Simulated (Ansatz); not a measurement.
Kick test of a cell of Zr₃Ti₂N₅

It was reached by relaxing an invented guess, and it needn't be the stable form of this composition.

Computed with Ansatz, DFT PBE, scalar-relativistic, plane waves, PAW. Plane waves to 420 eV, a k mesh through Γ of 12×12×12 on the computed 10-atom cell and Gaussian smearing (0.10 eV); no spin polarisation.

The cell below (10 atoms, space group R-3m (No. 166)) is relaxed within its symmetry.

```xyz
10
Lattice="1.5797 0.9120 12.8677 -1.5797 0.9120 12.8677 0.0000 -1.8241 12.8677" Properties=species:S:1:pos:R:3 pbc="T T T"
Zr    0.0000    0.0000    3.7224
Zr    0.0000    0.0000   34.8807
Zr    0.0000    0.0000   19.3016
Ti    0.0000    0.0000   26.9116
Ti    0.0000    0.0000   11.6915
N     0.0000    0.0000   15.2394
N     0.0000    0.0000    0.0000
N     0.0000    0.0000   23.3637
N     0.0000    0.0000    7.7975
N     0.0000    0.0000   30.8056
```

For the test it was strained at random (σ = 1.5 % a component), the atoms were moved at random (σ = 0.05 Å), and all was relaxed again on a coarse 8×8×8 mesh (in the run’s order of axes) with 0.20 eV smearing, with no symmetry imposed.

Task: Is the structure stable against such a distortion?

Result: It returns, within 1 meV/atom of the unmoved cell on that mesh and with the same symmetry when read at 0.1 Å. So it is stable against the distortions that fit this cell and that this random move excites. Modes that don't fit the cell aren't tested.
